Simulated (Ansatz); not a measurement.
MgZnO$_{2}$:
```
MgZnO2
1.0
    3.26540     0.00000     0.00000
   -1.63270     2.82792     0.00000
    0.00000     0.00000     5.12396
Mg Zn O
1 1 2
Direct
  0.33333   0.66667   0.49608
  0.66667   0.33333   0.00279
  0.33333   0.66667   0.88469
  0.66667   0.33333   0.38843
```

Tensor components refer to the Cartesian frame of this cell.

**Question.** Give the proper piezoelectric stress tensor with relaxed ions from plane-wave PAW PBEsol (Ansatz code).

**Answer.** In C/m², rows x, y, z, Voigt columns; mesh uncertainty up to 0.00.
```
 0.00   0.00   0.00   0.00  -0.45  -0.01
-0.01   0.01   0.00  -0.45   0.00   0.00
-0.61  -0.61   1.52   0.00   0.00   0.00
```

The elastic tensor of the same run (GPa):

|  | 1 | 2 | 3 | 4 | 5 | 6 |
|---|---|---|---|---|---|---|
| 1 | 198 | 112 | 98.5 | 1.1 | 0.0 | 0.0 |
| 2 | 112 | 198 | 98.5 | -1.1 | 0.0 | 0.0 |
| 3 | 98.5 | 98.5 | 169 | 0.0 | 0.0 | 0.0 |
| 4 | 1.1 | -1.1 | 0.0 | 43.1 | 0.0 | 0.0 |
| 5 | 0.0 | 0.0 | 0.0 | 0.0 | 43.1 | 1.1 |
| 6 | 0.0 | 0.0 | 0.0 | 0.0 | 1.1 | 42.8 |

**Question.** Convert to strain constants d = e·S.

**Answer.** In pC/N:
```
  0.0    0.0    0.0    0.0  -10.4    0.0
  0.0    0.0    0.0  -10.4    0.0    0.0
 -7.6   -7.6   17.8    0.0    0.0    0.0
```

Space group P3m1. The first step of the workflow began from a Materials Project structure, measured or hypothetical; the Crystallography Open Database copy checked does not list it. With Mg and Zn taken as one species the cell has the higher symmetry P6_3mc, so it may be an ordered model of a mixed-site phase. Its standing as an ambient phase is unchecked. The PBEsol relaxation kept the symmetry of its start; of distortions, only those at the zone centre were tested.

Potentials: the later of the program's two PAW sets.
